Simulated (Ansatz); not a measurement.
K2H6PbO6:
```cif
data_H6K2O6Pb
_chemical_formula_sum 'K2 H6 Pb1 O6'
_space_group_name_H-M_alt 'P 1'
_space_group_IT_number 1
_cell_length_a 5.50935
_cell_length_b 5.50935
_cell_length_c 5.50935
_cell_angle_alpha 73.640
_cell_angle_beta 73.640
_cell_angle_gamma 73.640
loop_
_space_group_symop_operation_xyz
  'x, y, z'
loop_
_atom_site_label
_atom_site_type_symbol
_atom_site_fract_x
_atom_site_fract_y
_atom_site_fract_z
_atom_site_occupancy
K1 K 0.70525 0.70525 0.70525 1
K2 K 0.29475 0.29475 0.29475 1
H1 H 0.19095 0.61161 0.75223 1
H2 H 0.80905 0.38839 0.24777 1
H3 H 0.75223 0.19095 0.61161 1
H4 H 0.24777 0.80905 0.38839 1
H5 H 0.61161 0.75223 0.19095 1
H6 H 0.38839 0.24777 0.80905 1
Pb1 Pb 0.00000 0.00000 0.00000 1
O1 O 0.20030 0.80221 0.68705 1
O2 O 0.79970 0.19779 0.31295 1
O3 O 0.68705 0.20030 0.80221 1
O4 O 0.31295 0.79970 0.19779 1
O5 O 0.80221 0.68705 0.20030 1
O6 O 0.19779 0.31295 0.79970 1
```

Relaxed with LDA.

### Question
Which orbitals make up the states near the band edges in plane-wave PAW LDA (Ansatz code)?

### Answer
Top 1 eV of the valence band: O 2p 96 %. Bottom 1 eV of the conduction band: O 2p 44 %, Pb 6s 31 %, O 2s 12 %, K 4s 7 %. Projections are on Löwdin-orthogonalised atomic valence shells; empty p or d shells of many metals are not among them.

### Question
Tabulate the density of states.

### Answer
States/eV per cell of 15 atoms, in 0.25 eV bins, energy from the valence-band maximum.

| E (eV) | total | O 2p | H 1s | Pb 6s |
|---|---|---|---|---|
| -7.85 | 0.55 | 0.27 | 0.04 | 0.21 |
| -7.60 | 2.40 | 1.19 | 0.16 | 0.96 |
| -7.35 | 2.85 | 1.41 | 0.18 | 1.16 |
| -7.10 | 1.56 | 0.76 | 0.09 | 0.64 |
| -6.85 | 0.54 | 0.25 | 0.03 | 0.22 |
| -6.60 | 0.11 | 0.05 | 0.00 | 0.05 |
| -6.35 | 0.00 | 0.00 | 0.00 | 0.00 |
| -6.10 | 0.00 | 0.00 | 0.00 | 0.00 |
| -5.85 | 0.00 | 0.00 | 0.00 | 0.00 |
| -5.60 | 0.45 | 0.31 | 0.07 | 0.00 |
| -5.35 | 7.66 | 5.23 | 1.35 | 0.00 |
| -5.10 | 9.16 | 6.35 | 1.69 | 0.01 |
| -4.85 | 6.83 | 4.79 | 1.20 | 0.01 |
| -4.60 | 7.64 | 5.47 | 1.13 | 0.01 |
| -4.35 | 2.90 | 2.05 | 0.37 | 0.02 |
| -4.10 | 5.40 | 3.83 | 0.64 | 0.04 |
| -3.85 | 0.85 | 0.59 | 0.09 | 0.02 |
| -3.60 | 1.04 | 0.72 | 0.09 | 0.05 |
| -3.35 | 2.03 | 1.42 | 0.15 | 0.10 |
| -3.10 | 1.63 | 1.16 | 0.11 | 0.09 |
| -2.85 | 1.28 | 0.93 | 0.07 | 0.07 |
| -2.60 | 0.76 | 0.57 | 0.03 | 0.03 |
| -2.35 | 6.20 | 4.97 | 0.05 | 0.02 |
| -2.10 | 5.51 | 4.53 | 0.07 | 0.02 |
| -1.85 | 3.71 | 3.15 | 0.05 | 0.01 |
| -1.60 | 3.01 | 2.65 | 0.03 | 0.00 |
| -1.35 | 5.12 | 4.63 | 0.03 | 0.00 |
| -1.10 | 7.35 | 6.78 | 0.02 | 0.00 |
| -0.85 | 15.67 | 14.92 | 0.03 | 0.02 |
| -0.60 | 17.43 | 16.79 | 0.02 | 0.00 |
| -0.35 | 16.80 | 16.27 | 0.02 | 0.00 |
| -0.10 | 7.57 | 7.27 | 0.01 | 0.00 |
| 0.15 | 0.00 | 0.00 | 0.00 | 0.00 |
| 0.40 | 0.00 | 0.00 | 0.00 | 0.00 |
| 0.65 | 0.00 | 0.00 | 0.00 | 0.00 |
| 0.90 | 0.00 | 0.00 | 0.00 | 0.00 |
| 1.15 | 0.00 | 0.00 | 0.00 | 0.00 |
| 1.40 | 0.00 | 0.00 | 0.00 | 0.00 |
| 1.65 | 0.00 | 0.00 | 0.00 | 0.00 |
| 1.90 | 0.00 | 0.00 | 0.00 | 0.00 |
| 2.15 | 0.00 | 0.00 | 0.00 | 0.00 |
| 2.40 | 0.10 | 0.04 | 0.00 | 0.03 |
| 2.65 | 0.28 | 0.11 | 0.01 | 0.08 |
| 2.90 | 0.50 | 0.22 | 0.02 | 0.15 |
| 3.15 | 0.88 | 0.41 | 0.03 | 0.29 |
| 3.40 | 1.80 | 0.89 | 0.06 | 0.64 |
| 3.65 | 2.18 | 1.11 | 0.06 | 0.82 |
| 3.90 | 1.76 | 0.93 | 0.03 | 0.68 |
| 4.15 | 0.50 | 0.27 | 0.00 | 0.20 |
| 4.40 | 0.00 | 0.00 | 0.00 | 0.00 |
| 4.65 | 0.00 | 0.00 | 0.00 | 0.00 |
| 4.90 | 0.00 | 0.00 | 0.00 | 0.00 |
| 5.15 | 0.00 | 0.00 | 0.00 | 0.00 |
| 5.40 | 0.00 | 0.00 | 0.00 | 0.00 |
| 5.65 | 0.00 | 0.00 | 0.00 | 0.00 |
| 5.90 | 0.00 | 0.00 | 0.00 | 0.00 |
| 6.15 | 0.00 | 0.00 | 0.00 | 0.00 |
| 6.40 | 0.99 | 0.07 | 0.08 | 0.05 |
| 6.65 | 1.86 | 0.16 | 0.15 | 0.10 |
| 6.90 | 1.58 | 0.16 | 0.14 | 0.05 |

Space group R-3. The first step of the workflow began from a Materials Project structure, measured or hypothetical; the Crystallography Open Database copy checked does not list it. Its standing as an ambient phase is unchecked. Symmetry was held in the LDA relaxation; phonons on a q-mesh show no instability. Spin–orbit coupling is left out wherever it is not named.

Potentials: the later of the program's two PAW sets.
